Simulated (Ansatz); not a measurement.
# Bi₂Te₂Pb₂S₃ — ³³S NMR of the central transition

Cell: an entry of the Crystallography Open Database (COD; perhaps a calculated or model structure), taken as it stands.

```cif
data_Bi2Te2Pb2S3
_symmetry_space_group_name_H-M 'P-3m1'
_symmetry_Int_Tables_number 164
_cell_length_a 4.2579
_cell_length_b 4.2579
_cell_length_c 16.9431
_cell_angle_alpha 90.000
_cell_angle_beta 90.000
_cell_angle_gamma 120.000
loop_
_atom_site_label
_atom_site_type_symbol
_atom_site_symmetry_multiplicity
_atom_site_Wyckoff_symbol
_atom_site_fract_x
_atom_site_fract_y
_atom_site_fract_z
Bi Bi 2 c 0.0000 0.0000 0.1948
Te Te 2 d 0.3333 0.6667 0.9106
Pb Pb 2 d 0.3333 0.6667 0.6012
S7 S 2 d 0.3333 0.6667 0.2982
S9 S 1 b 0.0000 0.0000 0.5000
```

One atom of each set is listed.

Computed with Ansatz: DFT, PBE, plane waves and PAW, scalar-relativistic, 420 eV cutoff, Γ-centred 8×8×2 k-points, Fermi–Dirac smearing 0.02 eV.

³³S has I = 3/2 and Q = -69.40 mb (Pyykkö 2018); at 7.05 T its Larmor frequency is ν₀ = 23.1 MHz. Only the quadrupole interaction is simulated: positions count from each site's isotropic chemical shift, and J coupling is left out, as are shift anisotropy and dipolar coupling, which fast spinning averages.

The S sites: S7 (2 atoms; 3 Pb at 2.99 Å, 3 Bi at 3.02 Å); S9 (1 atom; 6 Pb at 3.00 Å).

Fitted components of the simulated spectrum:

```
component  |C_Q| (MHz)     η
        A        0.314  0.00
        B        0.381  0.00
```

Q: Which site most likely gives which component?

A: By the calculation, A is S7, B is S9. An axis of threefold or higher order runs through S7 and S9, so V_zz lies along it and η is zero.

Without spin–orbit coupling the gradients at and beside Bi and Pb can be off by some per cent, at some sites by more. With a gap of 0.4 eV on this mesh, small gradients can still move by 0.1 × 10²¹ V/m² or more as the k-mesh gets denser.
